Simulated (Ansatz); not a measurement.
HgF₂ (fluorite, Fm-3m), r²SCAN+D4 in the plane-wave PAW code Ansatz. The conduction-band minimum lies at Γ, with 1 equivalent valley. Second derivatives d²E/dk² of the lowest band at one valley (eV·Å²), along Cartesian directions:

| direction | d²E/dk² |
|---|---|
| [100] | 24.50 |
| [010] | 24.50 |
| [001] | 24.50 |
| [110] | 24.51 |
| [101] | 24.51 |
| [011] | 24.51 |

### Question
Find the principal effective masses, the density-of-states mass and the conductivity mass.

### Answer
Off-diagonal terms follow from H_xy = H[110] − (H_xx + H_yy)/2, and m*/mₑ = 7.620 eV·Å² over each eigenvalue: 0.31, 0.31, 0.31. One valley's DOS mass (m₁m₂m₃)^(1/3) = 0.31, conductivity mass 3/(Σ 1/mᵢ) = 0.31 mₑ.

### Question
What effective density of states Nc follows at 300 K for parabolic valleys?

### Answer
Nc = 2.509e19 × 1 × (0.31)^(3/2) ≈ 4.3e18 cm⁻³.

The first step of the workflow began from a Materials Project structure, measured or hypothetical; the Crystallography Open Database files this formula in space group No. 225, but the cells were not matched. Its standing as an ambient phase is unchecked. Symmetry was held in the r²SCAN+D4 relaxation; whether a distortion lowers the energy is not shown. Scalar-relativistic: spin–orbit coupling is off unless named, which matters more the heavier the elements.

Potentials: the later of the program's two PAW sets.

Edges and masses are those of Kohn–Sham bands, whose gap is no quasiparticle gap.
